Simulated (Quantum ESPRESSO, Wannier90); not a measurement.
HfC (rock salt), plane waves to Wannier functions

Cell from Materials Project (mp-21075), symmetrised, no further relaxation. COD (Crystallography Open Database) has an entry of this formula and space group (matched by these alone). Level: LDA, no spin polarisation, no spin-orbit coupling; pw.x of Quantum ESPRESSO at 66 Ry with PseudoDojo potentials, 10×10×10 k-points, Wannier90. Density: 12×12×12 mesh, cold smearing 0.01 Ry. Spin-orbit coupling is left out although heavy elements are present.

On the energy scale of pw.x, whose zero is arbitrary, the Fermi level lies at 15.26 eV.

Input w.win:

```
num_bands = 3
num_wann = 3
exclude_bands = 1,5-26
num_iter = 1000
conv_tol = 1.0e-6
conv_window = 4
write_hr = true
write_u_matrices = true
auto_projections = true
begin unit_cell_cart
ang
    0.0000000000    2.3171400000    2.3171400000
    2.3171400000    0.0000000000    2.3171400000
    2.3171400000    2.3171400000    0.0000000000
end unit_cell_cart
begin atoms_frac
Hf   0.0000000000  0.0000000000  0.0000000000
C    0.5000000000  0.5000000000  0.5000000000
end atoms_frac
mp_grid = 10 10 10
begin kpoints
0.0000000000 0.0000000000 0.0000000000
0.0000000000 0.0000000000 0.1000000000
0.0000000000 0.0000000000 0.2000000000
... (997 more lines: the 10x10x10 mesh through Gamma)
end kpoints
```

Input of pw2wannier90.x that gives the overlap and projection files (equivalent; here they were cut from one run over all bands):

```
&inputpp
  outdir = './out'
  prefix = 'pwscf'
  seedname = 'w'
  write_amn = .true.
  write_mmn = .true.
  atom_proj = .true.
  atom_proj_exclude = 1 5 6 7 8 9 10 11 12 13 14
/
```

Output w.wout (banner and timings cut):

```
                                    ------
                                    SYSTEM
                                    ------

                              Lattice Vectors (Ang)
                    a_1     0.000000   2.317140   2.317140
                    a_2     2.317140   0.000000   2.317140
                    a_3     2.317140   2.317140   0.000000

                   Unit Cell Volume:      24.88209  (Ang^3)

                        Reciprocal-Space Vectors (Ang^-1)
                    b_1    -1.355806   1.355806   1.355806
                    b_2     1.355806  -1.355806   1.355806
                    b_3     1.355806   1.355806  -1.355806

 *----------------------------------------------------------------------------*
 |   Site       Fractional Coordinate          Cartesian Coordinate (Ang)     |
 +----------------------------------------------------------------------------+
 | hf   1   0.00000   0.00000   0.00000   |    0.00000   0.00000   0.00000    |
 | c    1   0.50000   0.50000   0.50000   |    2.31714   2.31714   2.31714    |
 *----------------------------------------------------------------------------*
                                ------------
                                K-POINT GRID
                                ------------

             Grid size = 10 x 10 x 10      Total points = 1000

 *---------------------------------- MAIN ------------------------------------*
 |  Number of Wannier Functions               :                 3             |
 |  Number of Objective Wannier Functions     :                 3             |
 |  Number of input Bloch states              :                 3             |
 |  Output verbosity (1=low, 5=high)          :                 1             |
 |  Timing Level (1=low, 5=high)              :                 1             |
 |  Optimisation (0=memory, 3=speed)          :                 3             |
 |  Length Unit                               :               Ang             |
 |  Post-processing setup (write *.nnkp)      :                 F             |
 |  Using Gamma-only branch of algorithms     :                 F             |
 *----------------------------------------------------------------------------*
 *------------------------------- WANNIERISE ---------------------------------*
 |  Total number of iterations                :              1000             |
 |  Number of CG steps before reset           :                 5             |
 |  Trial step length for line search         :             2.000             |
 |  Convergence tolerence                     :         0.100E-05             |
 |  Convergence window                        :                 4             |
 |  Iterations between writing output         :                 1             |
 |  Iterations between backing up to disk     :               100             |
 |  Write r^2_nm to file                      :                 F             |
 |  Write xyz WF centres to file              :                 F             |
 |  Write on-site energies <0n|H|0n> to file  :                 F             |
 |  Use guiding centre to control phases      :                 F             |
 |  Use phases for initial projections        :                 F             |
 *----------------------------------------------------------------------------*
 *-------------------------------- PLOTTING ----------------------------------*
 |  Plotting Hamiltonian in WF basis          :                 T             |
 *----------------------------------------------------------------------------*

       ... (k-mesh section left out)

 Starting a new Wannier90 calculation ...

 Reading overlaps from w.mmn

 Reading projections from w.amn

 *------------------------------- WANNIERISE ---------------------------------*
 +--------------------------------------------------------------------+<-- CONV
 | Iter  Delta Spread     RMS Gradient      Spread (Ang^2)            |<-- CONV
 +--------------------------------------------------------------------+<-- CONV

 ------------------------------------------------------------------------------
 Initial State
  WF centre and spread    1  ( -0.000000,  0.000000,  0.000000 )     0.59915850
  WF centre and spread    2  (  0.000000, -0.000000, -0.000000 )     0.59915850
  WF centre and spread    3  (  0.000000,  0.000000, -0.000000 )     0.59915850
  Sum of centres and spreads (  0.000000,  0.000000, -0.000000 )     1.79747551

      0     0.180E+01     0.0000000000        1.7974755087  <-- CONV
        O_D=      0.0000000 O_OD=      0.0016991 O_TOT=      1.7974755 <-- SPRD
 ------------------------------------------------------------------------------
      1    -0.828E-12     0.0000094947        1.7974755087  <-- CONV
        O_D=      0.0000000 O_OD=      0.0016991 O_TOT=      1.7974755 <-- SPRD
      2    -0.754E-09     0.0000094895        1.7974755079  <-- CONV
        O_D=      0.0000000 O_OD=      0.0016991 O_TOT=      1.7974755 <-- SPRD
      3    -0.271E-13     0.0000018517        1.7974755079  <-- CONV
        O_D=      0.0000000 O_OD=      0.0016991 O_TOT=      1.7974755 <-- SPRD
      4    -0.586E-13     0.0000018499        1.7974755079  <-- CONV
        O_D=      0.0000000 O_OD=      0.0016991 O_TOT=      1.7974755 <-- SPRD
             <<<     Delta < 1.000E-06  over  4 iterations     >>>
             <<< Wannierisation convergence criteria satisfied >>>
 Final State
  WF centre and spread    1  ( -0.000000,  0.000000,  0.000000 )     0.59915850
  WF centre and spread    2  (  0.000000, -0.000000, -0.000000 )     0.59915850
  WF centre and spread    3  (  0.000000,  0.000000, -0.000000 )     0.59915850
  Sum of centres and spreads (  0.000000,  0.000000, -0.000000 )     1.79747551

         Spreads (Ang^2)       Omega I      =     1.795776404
        ================       Omega D      =     0.000000000
                               Omega OD     =     0.001699104
    Final Spread (Ang^2)       Omega Total  =     1.797475508
```
